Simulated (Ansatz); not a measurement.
**Pb: energy along a strain**

Pb, P6_3/mmc, a = 3.480 Å, c = 5.590 Å (as given, not relaxed at this level: 2.8 GPa). This isn't the element's structure at ambient conditions. Ansatz: r2SCAN, PAW, 500 eV, Γ-centred 18×18×10 mesh on 2 atoms, Gaussian smearing 0.15 eV; no spin polarisation. Cell vectors (Å): 3.480 0.000 0.000; -1.740 3.014 0.000; 0.000 0.000 5.590. The cell is strained by x per cent times the pattern (0 0 1 0 0 0) in the order xx yy zz yz xz xy (engineering shears), with fractional coordinates held. y is the free energy over the start, V0 = 29.314 Å³/atom.

```
x (%) y (meV/atom)
-2.00         18.69
-1.50         13.42
-1.00             ?
-0.50          4.05
 0.00          0.00
 0.50         -3.62
 1.00         -6.80
 1.50         -9.55
 1.75        -10.76
 2.00        -11.87
```

Problem. Fit y = c1 x + c2 x² + c3 x³ to the other rows, get the stiffness along the pattern, and predict the missing energy.

Solution. Least squares on the rows shown. y = −7.6701 x + 0.85483 x² + 0.0074892 x³. The clamped-ion stiffness p·C·p = 2 × 8.548 eV × 160.2 / 29.314 Å³ = 93 GPa, which is C33 in these axes (second derivative at the start, which stands under stress). At x = -1.00 the fit asked for gives 8.52 meV/atom. The run gave 8.53 meV/atom, so the fit is 0.01 meV/atom too low, within twice the rms miss on the fitted rows (0.009 meV/atom).

Spin–orbit coupling is left out, which can shift energies with elements as heavy as these.